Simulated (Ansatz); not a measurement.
## Does relaxation matter for the field gradients of Bi2S3?

Start: a structure deposited in the COD.

```cif
data_Bi2S3
_symmetry_space_group_name_H-M 'Pnma'
_symmetry_Int_Tables_number 62
_cell_length_a 11.3160
_cell_length_b 3.9709
_cell_length_c 11.1780
_cell_angle_alpha 90.000
_cell_angle_beta 90.000
_cell_angle_gamma 90.000
loop_
_atom_site_label
_atom_site_type_symbol
_atom_site_symmetry_multiplicity
_atom_site_Wyckoff_symbol
_atom_site_fract_x
_atom_site_fract_y
_atom_site_fract_z
Bi1 Bi 4 c 0.4834 0.2500 0.3258
Bi5 Bi 4 c 0.3407 0.7500 0.0343
S9 S 4 c 0.2854 0.2500 0.1941
S13 S 4 c 0.5500 0.7500 0.1284
S17 S 4 c 0.3756 0.7500 0.4423
```

One atom of each set is listed.

Level of theory: DFT, PBE, plane waves and PAW, scalar-relativistic, 420 eV cutoff, Γ-centred 3×7×3 k-points, Fermi–Dirac smearing 0.02 eV (Ansatz 0.2.0).

The largest force at the start is 0.24 eV/Å. Relaxing the ions at fixed cell moves them by 0.051 Å at most (atom 2, Bi) and 0.034 Å rms.

| site | moved (Å) | first shell before | first shell after | V_zz before (10²¹ V/m²) | η before |
| --- | --- | --- | --- | --- | --- |
| Bi1 | 0.051 | 3 S at 2.67–2.68 Å; also 3 S at 3.04–3.06 Å | 7 S at 2.70–3.36 Å | -11.23 | 0.80 |
| Bi5 | 0.042 | 7 S at 2.59–3.32 Å | 7 S at 2.63–3.29 Å | -23.8 | 0.05 |
| S9 | 0.023 | 3 Bi at 2.68–2.74 Å | 3 Bi at 2.74–2.75 Å | -2.80 | 0.54 |
| S13 | 0.010 | 5 Bi at 2.59–3.06 Å | 5 Bi at 2.63–3.04 Å | 4.60 | 0.92 |
| S17 | 0.030 | 5 Bi at 2.67–3.32 Å | 5 Bi at 2.70–3.29 Å | -9.47 | 0.22 |

Task: What are V_zz and η after the relaxation?

Result: 

```
site  V_zz after  η after  change of V_zz
 Bi1        7.18     0.89               –
 Bi5      -18.54     0.09           +5.27
  S9       -2.52     0.33           +0.28
 S13       -4.12     0.96               –
 S17       -8.71     0.11           +0.76
```

The largest change of V_zz along a kept axis is on Bi5, from -23.8 to -18.54. In per cent, |V_zz| changes by -22 on Bi, -10 to -8 on S (all sites that start above 0.5, bar those whose gradient vanishes or changes sign or whose main axis turns by over 40°). Where |V_zz| stays above 0.1 and the axes keep their order, η moves most on S9, from 0.54 to 0.33. On Bi1, S13 the largest principal value lies along another axis in the second run, so the two V_zz can't be compared directly.

Spin–orbit coupling is left out, which shifts gradients on Bi by a few per cent, and by more where contributions nearly cancel.
